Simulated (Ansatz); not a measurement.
System: CeO₂ (fluorite type), 3 atoms in the cell.

```
CELL_PARAMETERS angstrom
0.00000 2.73000 2.73000
2.73000 0.00000 2.73000
2.73000 2.73000 0.00000
ATOMIC_POSITIONS crystal
Ce 0.00000 0.00000 0.00000
O 0.25000 0.25000 0.25000
O 0.75000 0.75000 0.75000
```

Method: HSE06, plane waves, PAW datasets (generated soft set 1) in Ansatz.

Cutoff 420 eV; exchange singularity: regularized; k-mesh 6×6×6 Γ-centred; Fermi–Dirac smearing of 0.02 eV; no spin polarisation; no spin–orbit coupling.

Task: How large is the gap on this mesh, is it direct, and where do the band edges lie (fractions of the reciprocal vectors of this cell)?

Result: 3.61 eV, indirect from (0.167, 0.333, -0.500) to (0.000, 0.000, -0.500); the smallest direct gap is 3.74 eV.

Task: List the levels near the gap at (0.000, 0.000, 0.000), (0.000, 0.000, 0.333), (0.000, 0.000, -0.500), (0.000, 0.167, -0.167), (0.000, 0.333, -0.333), (0.167, 0.333, -0.500), in eV from the top of the valence band (v1 is the highest filled band, c1 the lowest empty one).

Result: 
```csv
k,v4,v3,v2,v1,c1,c2,c3
"(0.000, 0.000, 0.000)",-4.04,-0.44,-0.44,-0.44,4.05,4.10,4.10
"(0.000, 0.000, 0.333)",-1.99,-1.06,-0.72,-0.72,3.88,3.95,3.95
"(0.000, 0.000, -0.500)",-1.31,-1.21,-0.73,-0.73,3.61,3.90,3.90
"(0.000, 0.167, -0.167)",-2.52,-1.34,-1.01,-0.06,3.93,4.04,4.12
"(0.000, 0.333, -0.333)",-1.79,-1.37,-0.79,-0.03,3.71,3.90,4.00
"(0.167, 0.333, -0.500)",-2.34,-1.25,-0.77,0.00,3.79,3.95,3.98
```

A gap read on the mesh is an upper bound of this method's gap, since the mesh can miss a band edge. Spin–orbit coupling is left out; with heavy elements it can shift the gap and split levels by tenths of an eV.
